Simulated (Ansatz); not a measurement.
Ir (fcc, Cu type)

```
Ir
1.0
    0.00000     1.93542     1.93542
    1.93542     0.00000     1.93542
    1.93542     1.93542     0.00000
Ir
1
Direct
  0.00000   0.00000   0.00000
```

The volume is varied about the relaxed value V₀ at fixed cell shape. Symmetry pins the atoms to their sites.

Calculation: PBE (plane waves to 420 eV, PAW, scalar-relativistic; Ansatz, an electronic-structure program). k mesh 22×22×22 (Γ-centred), Fermi-Dirac smearing 0.05 eV. The energy includes the smearing's −TS. Compression counts positive. Ir is run without spin polarisation. Ir was relaxed with its symmetry unable to fall. Spin-orbit coupling is left out, though Ir is heavy. The zero of ΔE is the relaxed starting cell.

The scan covers V/V₀ from 0.840 to 1.160 in 9 points.

Task: What is ΔE at V/V₀ = 0.840?

Result: 573 meV/atom.

Task: What pressure does the cell carry at V/V₀ = 0.840?

Result: 94.0 GPa.

Task: What is ΔE at V/V₀ = 1.160?

Result: 296 meV/atom.

(Under strain, the slope of the energy per volume gives the stress and its curvature an elastic modulus.)
